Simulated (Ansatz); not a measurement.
Relaxed-ion elastic tensor of RbPbF3 (cubic perovskite, Pm-3m) in GPa (Voigt order), PBEsol (plane waves, PAW; program Ansatz); density 5.30 g/cm³, 21.93 Å³ per atom.

```
96.4  17.8  17.8   0.0   0.0   0.0
17.8  96.4  17.8   0.0   0.0   0.0
17.8  17.8  96.4   0.0   0.0   0.0
 0.0   0.0   0.0   7.7   0.0   0.0
 0.0   0.0   0.0   0.0   7.7   0.0
 0.0   0.0   0.0   0.0   0.0   7.7
```

Question: Is the crystal mechanically stable?

Answer: Yes: the smallest eigenvalue of C is 7.7 GPa.

Question: Work out the Voigt, Reuss and Hill averages.

Answer: K_V = 44.0, K_R = 44.0, K_H = 44.0; G_V = 20.4, G_R = 11.4, G_H = 15.9 GPa.

Question: Give Young's modulus, Poisson's ratio, Pugh's ratio and the universal anisotropy index.

Answer: E = 9KG/(3K + G) = 42.5 GPa; ν = 0.34; K/G = 2.77 (ductile by the Pugh limit of 1.75); A_U = 5G_V/G_R + K_V/K_R − 6 = 3.92.

Question: Estimate the sound speeds and the Debye temperature.

Answer: v_l = √((K + 4G/3)/ρ) = 3510 m/s, v_t = √(G/ρ) = 1730 m/s, mean 1940 m/s; Θ = (h/k)(3n/4πV)^(1/3) v_m = 207 K.

Question: Give the Zener ratio and Young's modulus along [100], [110] and [111].

Answer: A = 2C44/(C11 − C12) = 0.20; 1/E = S11 − 2(S11 − S12 − S44/2)Γ with Γ = 0, 1/4, 1/3 gives 90.8, 27.1, 21.9 GPa.

The workflow started from a Materials Project entry (that database holds measured and hypothetical structures alike); the Crystallography Open Database copy checked does not list it. Whether it is the stable phase at ambient conditions was not checked. Symmetry was held in the PBEsol relaxation; whether a distortion lowers the energy is not shown. Scalar-relativistic: spin–orbit coupling is off unless named, which matters more the heavier the elements.

Potentials: the later of the program's two PAW sets.
